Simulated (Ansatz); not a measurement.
Cd$_{3}$AsI$_{3}$ in space group Pm (No. 6; Pearson symbol mP7), LDA in the plane-wave PAW code Ansatz. The conduction-band minimum lies at Γ, with 1 equivalent valley. Second derivatives d²E/dk² of the lowest band at one valley (eV·Å²), along Cartesian directions:

```csv
direction,d²E/dk²
[100],51.07
[010],81.65
[001],64.00
[110],66.45
[101],61.07
[011],72.86
```

Question: Find the principal effective masses, the density-of-states mass and the conductivity mass.

Answer: Off-diagonal terms follow from H_xy = H[110] − (H_xx + H_yy)/2, and m*/mₑ = 7.620 eV·Å² over each eigenvalue: 0.093, 0.12, 0.15. One valley's DOS mass (m₁m₂m₃)^(1/3) = 0.12, conductivity mass 3/(Σ 1/mᵢ) = 0.12 mₑ.

Question: What effective density of states Nc follows at 300 K for parabolic valleys?

Answer: Nc = 2.509e19 × 1 × (0.12)^(3/2) ≈ 1.0e18 cm⁻³.

The workflow started from a Materials Project entry (that database holds measured and hypothetical structures alike); the Crystallography Open Database copy checked does not list it. Whether it is the stable phase at ambient conditions was not checked. The cell was relaxed with LDA under the symmetry of its start; whether a distortion lowers the energy is not shown. Scalar-relativistic: spin–orbit coupling is off unless named, which matters more the heavier the elements.

Potentials: the later of the program's two PAW sets.

Edges and masses are those of Kohn–Sham bands, whose gap is no quasiparticle gap.
